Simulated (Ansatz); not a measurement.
ScPd3C:
```
CELL_PARAMETERS angstrom
      4.20178     0.00000     0.00000
      0.00000     4.20178     0.00000
      0.00000     0.00000     4.20178
ATOMIC_POSITIONS crystal
  Sc 0.00000 0.00000 0.00000
  Pd 0.00000 0.50000 0.50000
  Pd 0.50000 0.00000 0.50000
  Pd 0.50000 0.50000 0.00000
  C  0.50000 0.50000 0.50000
```

Relaxed with PBE. Special points in fractions of this cell's reciprocal vectors: Γ (0.000, 0.000, 0.000); X (0.000, 0.500, 0.000); M (0.500, 0.500, 0.000); R (0.500, 0.500, 0.500).

Question: List the band energies nearest the Fermi level at these points for PBE with spin–orbit coupling in the plane-wave PAW code Ansatz.

Answer: In eV from the Fermi level; about four levels below and three above (degenerate sets whole), none deeper than 8.9 eV; points with the same levels are listed once.

```tsv
k	below	above
Γ	-1.37 -1.37 -1.37 -1.37	1.26 1.26 1.26 1.26
X	-0.26 -0.26 -0.23 -0.23	0.88 0.88 0.93 0.93
M	-0.46 -0.46 -0.25 -0.25	0.85 0.85 0.87 0.87
R	-0.18 -0.18 -0.18 -0.18 -0.03 -0.03	0.21 0.21 0.28 0.28 0.28 0.28
```

Space group Pm-3m (anti-perovskite). The start of the workflow was typed in or built on a structure type; neither database checked (COD, Materials Project) lists it. Its standing as an ambient phase is unchecked. The cell was relaxed with PBE under the symmetry of its start; its stability against distortions is not shown here. No spin polarisation was allowed.

Potentials: the later of the program's two PAW sets.
